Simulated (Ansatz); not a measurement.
Input:

GaP:
```xyz
2
Lattice="0.0000 2.6956 2.6956 2.6956 0.0000 2.6956 2.6956 2.6956 0.0000" Properties=species:S:1:pos:R:3 pbc="T T T"
P      4.0434     4.0434     4.0434
Ga     0.0000     0.0000     0.0000
```

This is the LDA-relaxed structure. Cartesian axes are those of the cell as given.

**Question.** All from LDA in the plane-wave PAW code Ansatz, unless another level is named. Give the Poisson's ratio.

**Answer.** 0.24.

**Question.** What about the vibrational entropy at 300 K?

**Answer.** 26.0 J/(K·mol of atoms).

**Question.** Next, the piezoelectric stress constants (proper, relaxed ions, C/m²)?

**Answer.** e14 = e25 = e36 = 0.11.

**Question.** Give the zero-point energy.

**Answer.** 46.6 meV/atom.

**Question.** Give the elastic constants (relaxed ions, GPa).

**Answer.** C11 = 142, C12 = 64.0, C44 = 71.0.

Space group F-43m (zinc blende). The cell was relaxed with LDA under the symmetry of its start; phonons on a q-mesh show no instability. Scalar-relativistic: spin–orbit coupling is off unless named, which matters more the heavier the elements.

Potentials: the later of the program's two PAW sets.
